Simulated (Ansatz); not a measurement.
Ansatz (a first-principles code) input:

Ansatz 0.2 input:
```yaml
crystal:
  lattice:
    - [-2.5606562578, 2.5606562578, 5.8107199636]
    - [2.5606562578, -2.5606562578, 5.8107199636]
    - [2.5606562578, 2.5606562578, -5.8107199636]
  atoms:
    - { symbol: Bi, position: [0.75, 0.25, 0.5] }
    - { symbol: Bi, position: [0.0, 0.0, 0.0] }
    - { symbol: V, position: [0.25, 0.75, 0.5] }
    - { symbol: V, position: [0.5, 0.5, 0.0] }
    - { symbol: O, position: [0.0797589967, 0.9678157189, 0.390109449] }
    - { symbol: O, position: [0.5777062699, 0.6896495477, 0.609890551] }
    - { symbol: O, position: [0.7178157189, 0.8277062699, 0.3880567222] }
    - { symbol: O, position: [0.4396495477, 0.3297589967, 0.6119432778] }
    - { symbol: O, position: [0.6702410033, 0.2821842811, 0.109890551] }
    - { symbol: O, position: [0.1722937301, 0.5603504523, 0.890109449] }
    - { symbol: O, position: [0.0321842811, 0.4222937301, 0.1119432778] }
    - { symbol: O, position: [0.3103504523, 0.9202410033, 0.8880567222] }
kpoints:
  mp_grid: { grid: [7, 7, 7] }
hamiltonian:
  xc: r2scan
  pseudopotentials: { kind: paw }
scf:
  occupations: { method: fixed }
output:
  optics: { e_range: [0.0, 15.0], de: 0.05, sigma: 0.1, bands: { spectra_wanted_up_to: 12 eV } }
```

Output (shortened):

```
output.optics: the spectra are integrated over the Brillouin zone by k·p interpolation around the k-points, where levels, occupations, output.optics.sigma and …
Pseudopotential: Bi, paw, valence charge 15
Pseudopotential: V, paw, valence charge 13
Pseudopotential: O, paw, valence charge 6
Functional definition: r2SCAN
Crystal: 12 atoms, lattice volume = 152.403 Å³
Basis set: ecut = 500 eV, 3893 PW (Γ), exchange–correlation on 200×200×200 points (64 copies of the dense FFT grid, shifted against one another)
Bands: 64, of which v1, the nominal top of the filled ones, is band 52 counted from 1 (51 counted from 0)
Symmetry: 8 space group operations
Space group: I41/a (ITA 88), of the structure as read, at distance tolerance 5.3e-5 Å
k-points: 52 of 343
SCF iter   1: F=—  HF=-35209.484042 eV  |F-HF|=—  |Δ(HF+E_count)|=         —  Δρ=2.71e-2  dr2=1.39e0  dr2_τ=6.76e-1  ethr=1.77e-3  ⟨swp⟩=4.1  Hψ=10042  notcnv=0  defer=506
preconditioner: auto → Resta (q_TF=auto, 2.560 Å⁻¹)
SCF iter   2: F=—  HF=-35209.669663 eV  |F-HF|=—  |Δ(HF+E_count)|=   1.86e-1  Δρ=2.93e-2  dr2=1.43e0  dr2_τ=1.29e-1  ethr=1.33e-3  ⟨swp⟩=2.3  Hψ=6710  notcnv=0  defer=437
SCF iter   3: F=—  HF=-35209.501403 eV  |F-HF|=—  |Δ(HF+E_count)|=   1.68e-1  Δρ=4.34e-3  dr2=1.57e-2  dr2_τ=1.38e-3  ethr=1.33e-3  ⟨swp⟩=2.0  Hψ=4414  notcnv=0  defer=377
SCF iter   4: F=—  HF=-35209.508195 eV  |F-HF|=—  |Δ(HF+E_count)|=   6.79e-3  Δρ=5.55e-3  dr2=5.54e-2  dr2_τ=2.18e-3  ethr=1.51e-5  ⟨swp⟩=2.1  Hψ=5764  notcnv=0  defer=519
SCF iter   5: F=—  HF=-35209.501479 eV  |F-HF|=—  |Δ(HF+E_count)|=   6.72e-3  Δρ=7.07e-4  dr2=8.28e-4  dr2_τ=2.77e-5  ethr=1.51e-5  ⟨swp⟩=2.0  Hψ=4334  notcnv=0  defer=520
SCF iter   6: F=—  HF=-35209.501432 eV  |F-HF|=—  |Δ(HF+E_count)|=   4.79e-5  Δρ=1.74e-4  dr2=5.70e-5  dr2_τ=2.13e-6  ethr=7.96e-7  ⟨swp⟩=2.0  Hψ=4301  notcnv=0  defer=520
SCF iter   7: F=—  HF=-35209.501410 eV  |F-HF|=—  |Δ(HF+E_count)|=   2.13e-5  Δρ=2.70e-5  dr2=9.40e-7  dr2_τ=6.89e-8  ethr=5.48e-8  ⟨swp⟩=2.0  Hψ=3782  notcnv=0  defer=377
SCF iter   8: F=—  HF=-35209.501408 eV  |F-HF|=—  |Δ(HF+E_count)|=   1.98e-6  Δρ=7.22e-6  dr2=1.06e-7  dr2_τ=5.98e-9  ethr=9.04e-10  ⟨swp⟩=2.3  Hψ=5523  notcnv=0  defer=377
SCF iter  11: F=-35209.501408 eV  HF=-35209.501408 eV  |F-HF|=0.00e0  |Δ(HF+E_count)|=    0.00e0  Δρ=5.26e-8  dr2=5.04e-12  dr2_τ=2.94e-13  ethr=1.00e-12  ⟨swp⟩=9.2  Hψ=14222  notcnv=0
SCF 1 converged in 11 iterations: F = -35209.501408 eV  dr2 = 5.04e-12
NSCF: frozen V_eff on 52 k-points
Optics k sum: 0 of 52 k-points
Optics k sum: 3 of 52 k-points
Optics k sum: 6 of 52 k-points
Optics k sum: 8 of 52 k-points
Optics k sum: 11 of 52 k-points
Optics k sum: 13 of 52 k-points
Optics k sum: 16 of 52 k-points
Optics k sum: 19 of 52 k-points
Optics k sum: 21 of 52 k-points
Optics k sum: 24 of 52 k-points
Optics k sum: 26 of 52 k-points
Optics k sum: 29 of 52 k-points
Optics k sum: 32 of 52 k-points
Optics k sum: 34 of 52 k-points
Optics k sum: 37 of 52 k-points
Optics k sum: 39 of 52 k-points
Optics k sum: 42 of 52 k-points
Optics k sum: 45 of 52 k-points
Optics k sum: 47 of 52 k-points
Optics k sum: 50 of 52 k-points
Optics k sum: 52 of 52 k-points
Optics k sum: 0 of 52 k-points
Optics k sum: 3 of 52 k-points
Optics k sum: 6 of 52 k-points
Optics k sum: 8 of 52 k-points
Optics k sum: 11 of 52 k-points
Optics k sum: 13 of 52 k-points
Optics k sum: 16 of 52 k-points
Optics k sum: 19 of 52 k-points
Optics k sum: 21 of 52 k-points
Optics k sum: 24 of 52 k-points
Optics k sum: 26 of 52 k-points
Optics k sum: 29 of 52 k-points
Optics k sum: 32 of 52 k-points
Optics k sum: 34 of 52 k-points
Optics k sum: 37 of 52 k-points
Optics k sum: 39 of 52 k-points
Optics k sum: 42 of 52 k-points
Optics k sum: 45 of 52 k-points
Optics k sum: 47 of 52 k-points
Optics k sum: 50 of 52 k-points
Optics k sum: 52 of 52 k-points
NSCF: frozen V_eff on 1 k-points
NSCF: frozen V_eff on 1 k-points
NSCF: frozen V_eff on 1 k-points
NSCF: frozen V_eff on 1 k-points
NSCF: frozen V_eff on 1 k-points
NSCF: frozen V_eff on 1 k-points
output.optics: what the bands over the 96 summed would add to eps1, eps2 and the energy-loss function is held between a lower and an upper bound (11 Lanczos …
SCF converged after 11 iterations
Free energy (F): -35209.501408 eV
Harris-Foulkes:  -35209.501408 eV  (|F-HF|=0.00e0)
Internal energy: -35209.501408 eV  (E = F + TS)
E sigma→0 (E₀):  -35209.501408 eV
Fermi energy:    8.510297 eV
--- Per-component energies (eV) ---
  E_band       = -769.995325
  E_kinetic    = 2679.081485
  E_local      = -7961.164372  (includes V_loc(G=0)·N_el)
  E_nonlocal   = 1408.863963
  E_hartree    = 2907.800148
  E_xc         = -1125.634658
  E_vxc        = -1531.424764  (∫ρ·V_xc dr)
  E_paw        = -24889.708484  (= ΣΔE_a)
  E_vpaw       = -1281.798303  (= ΣTr[D̂ρ^β])
  E_aug_tail   = 0.008472  (compensation charges beyond the density's cutoff)
  E_vtau       = 100.837935  (kinetic-family band-sum trace: ∫τ·v_τ [+ j·A + Jᵃ·Aᵃ] dr)
  E_ewald      = -8229.711969
  E_core_change = 0.964005  (= ΣΔE_core)
  E_smearing   =  0.000000  (= −TS)
  E_closure    = 0.000000  (closes the sum)
  Σ components = -35209.501408   (vs F -35209.501408, Δ=0.00e0)
  [band-id]    e_kinetic+e_local+e_nonlocal+2·e_hartree+e_vxc+e_vpaw+e_augmentation_tail+e_vtau = -769.995288   (vs E_band -769.995325, Δ=3.72e-5)
--- Band table (eV; the first three rows and the last of 52) ---
  k-point 0: bands = ["-58.3347", "-58.3340", "-31.1340", "-31.1340", "-31.1319", "-31.1319", "-31.1096", "-31.0983", "-14.2642", "-14.2112", "-14.2112", "-14.2040", "-14.1966", "-14.1862", "-14.1857", "-14.1857", "-14.1811", "-14.1532", "-10.6659", …
  k-point 1: bands = ["-58.3347", "-58.3340", "-31.1340", "-31.1340", "-31.1322", "-31.1321", "-31.1089", "-31.0988", "-14.2656", "-14.2163", "-14.2126", "-14.2094", "-14.1914", "-14.1912", "-14.1825", "-14.1804", "-14.1778", "-14.1512", "-10.5575", …
  k-point 2: bands = ["-58.3346", "-58.3341", "-31.1341", "-31.1338", "-31.1328", "-31.1325", "-31.1071", "-31.1001", "-14.2701", "-14.2362", "-14.2146", "-14.2035", "-14.1986", "-14.1803", "-14.1803", "-14.1777", "-14.1728", "-14.1475", "-10.2571", …
  k-point 51: bands = ["-58.3343", "-58.3343", "-31.1360", "-31.1359", "-31.1302", "-31.1300", "-31.1042", "-31.1036", "-14.2589", "-14.2532", "-14.2465", "-14.2444", "-14.1888", "-14.1886", "-14.1548", "-14.1536", "-14.1428", "-14.1398", "-10.1818", …
```

Cost: around 9 core-minutes (rough) on shared cores.

Space group I4_1/a. The r²SCAN relaxation kept the symmetry of its start. The run is not spin-polarised. No Hubbard U is applied. Spin–orbit coupling is left out wherever it is not named.

Potentials: the later of the program's two PAW sets.

Ansatz is a plane-wave DFT program.
